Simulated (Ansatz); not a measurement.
**MgCo₂P₂O₈F₂, one structure, two calculations**

Cell: a computed structure from the Materials Project (it need not be an observed phase).

```
CELL_PARAMETERS angstrom
5.15361 0.00000 0.00000
-0.18881 5.37754 0.00000
-2.25921 -2.71191 6.44266
ATOMIC_POSITIONS crystal
Mg 0.49860 0.00156 0.50174
Co 0.99885 0.00179 0.00285
Co 0.49756 0.50248 0.50353
P 0.88627 0.59259 0.24566
P 0.10980 0.41108 0.76019
O 0.16290 0.72250 0.86420
O 0.15654 0.26669 0.90781
O 0.80824 0.31698 0.59691
O 0.31410 0.33150 0.63576
O 0.84028 0.73791 0.09856
O 0.18721 0.68832 0.41026
O 0.68036 0.67119 0.36897
O 0.83589 0.28115 0.14229
F 0.64373 0.87253 0.73571
F 0.35468 0.13296 0.27019
```

Atom numbers follow the list; atoms alike are taken as one site, whose name carries the number of the first.

First run. The numbers come from a DFT calculation in Ansatz (PBE, plane waves and PAW, scalar-relativistic, collinear spin, 420 eV cutoff, Γ-centred 4×4×3 k-points, Fermi–Dirac smearing 0.02 eV). Start moments as typed (μB): 0 4 -4 0 0 0 0 0 0 0 0 0 0 0 0 by atom. The program fits them to the shells of the files, so those used differ somewhat.

| site | atom | V_zz (10²¹ V/m²) | η | m (μB) |
| --- | --- | --- | --- | --- |
| Co2 | 2 | 8.43 | 0.56 | 2.83 |
| Co3 | 3 | -12.59 | 0.64 | -1.73 |
| P4 | 4 | -2.51 | 0.44 | 0.00 |
| P5 | 5 | -2.50 | 0.43 | 0.00 |
| O6 | 6 | 9.27 | 0.05 | 0.17 |
| O7 | 7 | 9.62 | 0.13 | 0.10 |
| O8 | 8 | 10.83 | 0.70 | 0.02 |
| O9 | 9 | 10.47 | 0.53 | -0.01 |
| O10 | 10 | 9.66 | 0.12 | 0.10 |
| O11 | 11 | 10.81 | 0.70 | 0.02 |
| O12 | 12 | 10.52 | 0.53 | -0.01 |
| O13 | 13 | 9.33 | 0.05 | 0.17 |
| F14 | 14 | 9.57 | 0.82 | 0.00 |
| F15 | 15 | 9.52 | 0.82 | 0.00 |

Second run. The same atoms and settings, except that a Hubbard term is added (U = 2.4 eV on Co d).

(1) Given the first result, estimate the second.

## Answers

(1) 

```json
{"site": "Co2", "atom": "2", "V_zz": "9.83", "η": "0.77", "change of V_zz": "+1.40", "m (μB)": "2.90"}
{"site": "Co3", "atom": "3", "V_zz": "-16.52", "η": "0.92", "change of V_zz": "-3.93", "m (μB)": "-2.90"}
{"site": "P4", "atom": "4", "V_zz": "-2.52", "η": "0.43", "change of V_zz": "-0.01", "m (μB)": "0.00"}
{"site": "P5", "atom": "5", "V_zz": "-2.51", "η": "0.43", "change of V_zz": "-0.01", "m (μB)": "0.00"}
{"site": "O6", "atom": "6", "V_zz": "9.41", "η": "0.10", "change of V_zz": "+0.14", "m (μB)": "0.15"}
{"site": "O7", "atom": "7", "V_zz": "9.95", "η": "0.06", "change of V_zz": "+0.33", "m (μB)": "0.04"}
{"site": "O8", "atom": "8", "V_zz": "9.40", "η": "0.37", "change of V_zz": "-1.43", "m (μB)": "-0.09"}
{"site": "O9", "atom": "9", "V_zz": "9.52", "η": "0.38", "change of V_zz": "-0.95", "m (μB)": "-0.11"}
{"site": "O10", "atom": "10", "V_zz": "9.99", "η": "0.06", "change of V_zz": "+0.33", "m (μB)": "0.04"}
{"site": "O11", "atom": "11", "V_zz": "9.38", "η": "0.36", "change of V_zz": "-1.43", "m (μB)": "-0.09"}
{"site": "O12", "atom": "12", "V_zz": "9.59", "η": "0.38", "change of V_zz": "-0.93", "m (μB)": "-0.11"}
{"site": "O13", "atom": "13", "V_zz": "9.47", "η": "0.09", "change of V_zz": "+0.14", "m (μB)": "0.15"}
{"site": "F14", "atom": "14", "V_zz": "8.86", "η": "0.81", "change of V_zz": "-0.71", "m (μB)": "-0.03"}
{"site": "F15", "atom": "15", "V_zz": "8.84", "η": "0.81", "change of V_zz": "-0.68", "m (μB)": "-0.03"}
```

The largest change of V_zz is on Co3, from -12.59 to -16.52. In per cent, |V_zz| changes by +17 to +31 on Co, 0 on P, -13 to +3 on O, -7 on F (all sites that start above 2). Where |V_zz| stays above 0.1, η moves most on O11, from 0.70 to 0.36. The table leaves out 1 of the 15 sites, with |V_zz| up to 0.91; their tensors move by 0.11 at most along any direction. The statements above cover all sites. The absolute magnetisation of the cell goes from 6.1 to 7.5 μB. The first run finds no gap above 0.1 eV, the second does.

With these PAW files V_zz is typically within 2 to 3 % of all-electron values, but misses above 10 % occur on Co. The magnetic order is the one that the run reached from its start moments, not necessarily the measured one.
For the first run: The largest force is 0.7 eV/Å, so the atoms aren't at the calculated equilibrium and relaxing them would move these values. With no gap above 0.1 eV, as in a metal, the gradients converge slowly in k; expect changes of a tenth or more on a denser mesh. Semilocal functionals can leave a metal where correlation in the d or f shell opens a gap in the real compound, and that would change the values at and beside Co. The run lost part of its start moments, as the program notes; a state with other moments may lie lower.
For the second run: With a gap of 0.5 eV on this mesh, small gradients can still move by 0.1 × 10²¹ V/m² or more as the k-mesh gets denser.
